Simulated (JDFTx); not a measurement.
An input for a modified build of JDFTx (Ru(0001), CANDLE, water, 1 M NaF; bohr, hartree) and the course of its log:

```
lattice \
  5.1170574511 2.5585287161 0.0000000000 \
  0.0000000000 4.4315017383 0.0000000000 \
  0.0000000000 0.0000000000 42.3298651916
coords-type Lattice
ion Ru 0.6666666668 0.6666666668 -0.1429051340 0
ion Ru 0.0000000002 0.0000000002 -0.0476350450 0
ion Ru 0.6666666668 0.6666666668 0.0476350450 0
ion Ru 0.0000000002 0.0000000002 0.1429051340 0
ion-species pseudo/ru_pbe_v1.2.upf
elec-cutoff 20 100
elec-ex-corr gga-PBE
coulomb-interaction Slab 001
coulomb-truncation-embed 0 0 0
kpoint-folding 10 10 1
elec-smearing Fermi 0.01
elec-n-bands 43
electronic-scf nIterations 100 energyDiffThreshold 1e-08
fluid LinearPCM
pcm-variant CANDLE
fluid-solvent H2O
fluid-cation Na+ 1
fluid-anion F- 1
fluid-minimize nIterations 400 knormThreshold 1e-11
wavefunction read vac.wfns
elec-initial-eigenvals vac.eigenvals
dump-name f0.$VAR
dump End State Ecomponents EigStats BandEigs Forces ElecDensity IonicPositions Fillings Kpoints Dtot FluidDebug BoundCharge FluidDensity
```

```
[one cycle in 5 is shown, and the last three; fluid-solver lines are left out]
	FillingsUpdate:  mu: -0.176619534  nElectrons: 64.000000
SCF: Cycle:  0   F: -379.995647626283471   dF: +1.195e-05   |Residual|: 1.302e-03   |deigs|: 2.407e-04
	FillingsUpdate:  mu: -0.173813599  nElectrons: 64.000000
SCF: Cycle:  5   F: -379.995686596544886   dF: -1.246e-06   |Residual|: 1.628e-04   |deigs|: 5.662e-04
	FillingsUpdate:  mu: -0.173347614  nElectrons: 64.000000
SCF: Cycle: 10   F: -379.995686981105109   dF: -5.944e-08   |Residual|: 4.982e-05   |deigs|: 2.852e-04
	FillingsUpdate:  mu: -0.173328603  nElectrons: 64.000000
SCF: Cycle: 15   F: -379.995686876360764   dF: +1.191e-07   |Residual|: 8.988e-05   |deigs|: 1.047e-04
	FillingsUpdate:  mu: -0.173319056  nElectrons: 64.000000
SCF: Cycle: 20   F: -379.995686991691741   dF: +2.892e-09   |Residual|: 1.140e-05   |deigs|: 2.620e-05
	FillingsUpdate:  mu: -0.173338728  nElectrons: 64.000000
SCF: Cycle: 25   F: -379.995686979861887   dF: +1.673e-08   |Residual|: 2.772e-05   |deigs|: 2.051e-05
	FillingsUpdate:  mu: -0.173302970  nElectrons: 64.000000
SCF: Cycle: 30   F: -379.995686971924556   dF: +1.347e-08   |Residual|: 2.309e-05   |deigs|: 3.114e-05
	FillingsUpdate:  mu: -0.173368086  nElectrons: 64.000000
SCF: Cycle: 35   F: -379.995686966143580   dF: +2.191e-08   |Residual|: 3.141e-05   |deigs|: 5.207e-05
	FillingsUpdate:  mu: -0.173336623  nElectrons: 64.000000
SCF: Cycle: 40   F: -379.995686981165193   dF: +1.457e-08   |Residual|: 2.756e-05   |deigs|: 1.210e-05
	FillingsUpdate:  mu: -0.173315662  nElectrons: 64.000000
SCF: Cycle: 45   F: -379.995686995808398   dF: -5.209e-09   |Residual|: 1.070e-05   |deigs|: 1.911e-05
	FillingsUpdate:  mu: -0.173332054  nElectrons: 64.000000
SCF: Cycle: 50   F: -379.995686997733344   dF: -2.692e-08   |Residual|: 8.803e-06   |deigs|: 3.137e-05
	FillingsUpdate:  mu: -0.173350510  nElectrons: 64.000000
SCF: Cycle: 55   F: -379.995686946145781   dF: +4.939e-08   |Residual|: 5.234e-05   |deigs|: 3.498e-05
	FillingsUpdate:  mu: -0.173330734  nElectrons: 64.000000
SCF: Cycle: 60   F: -379.995686996144684   dF: +1.548e-09   |Residual|: 1.125e-05   |deigs|: 5.876e-06
	FillingsUpdate:  mu: -0.173321983  nElectrons: 64.000000
SCF: Cycle: 65   F: -379.995686996432312   dF: -1.865e-08   |Residual|: 1.007e-05   |deigs|: 1.295e-05
	FillingsUpdate:  mu: -0.173336229  nElectrons: 64.000000
SCF: Cycle: 70   F: -379.995686991344996   dF: +6.301e-09   |Residual|: 1.891e-05   |deigs|: 1.357e-05
	FillingsUpdate:  mu: -0.173325443  nElectrons: 64.000000
SCF: Cycle: 75   F: -379.995686997239375   dF: -8.360e-09   |Residual|: 8.388e-06   |deigs|: 1.505e-05
	FillingsUpdate:  mu: -0.173323632  nElectrons: 64.000000
SCF: Cycle: 80   F: -379.995686995192727   dF: +8.911e-10   |Residual|: 7.984e-06   |deigs|: 1.124e-05
	FillingsUpdate:  mu: -0.173337374  nElectrons: 64.000000
SCF: Cycle: 85   F: -379.995686986180601   dF: +1.021e-08   |Residual|: 2.253e-05   |deigs|: 1.426e-05
	FillingsUpdate:  mu: -0.173332546  nElectrons: 64.000000
SCF: Cycle: 90   F: -379.995686991935600   dF: +5.748e-09   |Residual|: 2.214e-05   |deigs|: 5.591e-06
	FillingsUpdate:  mu: -0.173333546  nElectrons: 64.000000
SCF: Cycle: 95   F: -379.995686996024858   dF: -1.506e-07   |Residual|: 1.219e-05   |deigs|: 5.634e-06
	FillingsUpdate:  mu: -0.173345362  nElectrons: 64.000000
SCF: Cycle: 97   F: -379.995686983750488   dF: +1.048e-08   |Residual|: 2.486e-05   |deigs|: 2.306e-05
	FillingsUpdate:  mu: -0.173324149  nElectrons: 64.000000
SCF: Cycle: 98   F: -379.995686995138783   dF: -1.139e-08   |Residual|: 1.563e-05   |deigs|: 2.172e-05
	FillingsUpdate:  mu: -0.173337968  nElectrons: 64.000000
SCF: Cycle: 99   F: -379.995686980326582   dF: +1.481e-08   |Residual|: 2.706e-05   |deigs|: 1.458e-05
SCF: None of the convergence criteria satisfied after 100 iterations.
IonicMinimize: Iter:   0  F: -379.995686980326582  |grad|_K:  0.000e+00
IonicMinimize: Converged (|grad|_K<1.000000e-04).
```

This run gave no converged result. The loop ran out of cycles short of its threshold. It has stalled and not diverged: the last ten energies span 2e-07 Ha, so the total is near its end, but levels, forces and charges aren't shown converged.
